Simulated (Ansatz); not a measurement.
# From the elastic tensor of ZrHg at 3 GPa (stress–strain coefficients) to moduli and sound speeds

Method: DFT LDA, scalar-relativistic, plane waves, PAW (Ansatz). Settings: 420 eV plane-wave cutoff, Γ-centred 14×14×10 mesh, Fermi-Dirac smearing of 0.15 eV. No spin polarisation.

It takes space group P4/mmm (No. 123, tetragonal). The conventional cell has a = 3.056 Å, b = 3.056 Å, c = 4.180 Å, α = 90.00°, β = 90.00°, γ = 90.00°. Zr (site symmetry 4/mmm) has 8 Hg at 3.01 Å and 4 Zr at 3.06 Å as nearest neighbours. Around Hg (site symmetry 4/mmm) lie 8 Zr at 3.01 Å and 4 Hg at 3.06 Å.

In a metal, frequencies and elastic constants depend on the k mesh and the smearing, soft modes and shear constants most. Spin–orbit coupling is left out, which can shift energies with elements as heavy as these.

Relaxed-ion constants (GPa, on the Cartesian axes of the calculation):
C11 = 158.4, C12 = 121.8, C13 = 123.2, C22 = 158.4, C23 = 123.2, C33 = 205.5, C44 = 92.4, C55 = 92.4, C66 = 36.1 GPa; the others vanish.

Density 12.416 g/cm³; 2 atoms in 39.03 Å³.

The values that follow are for a polycrystal of randomly turned grains, by Hill's mean where one number stands. In a crystal this anisotropic the Voigt and Reuss bounds lie far apart, so Hill's mean and the sound speeds and Debye temperature from it are rough.

| Item | Value |
| --- | --- |
| Bulk modulus, Voigt / Reuss / Hill | 139.9 / 137.2 / 138.5 GPa |
| Shear modulus, Voigt / Reuss / Hill | 54.4 / 37.1 / 45.8 GPa |
| Young's modulus | 124 GPa |
| Poisson ratio | 0.351 |
| Pugh ratio B/G | 3.03 |
| Universal anisotropy index | 2.36 |
| Longitudinal and transverse sound speeds | 4009 and 1920 m/s |
| Debye temperature from the mean sound speed | 239 K |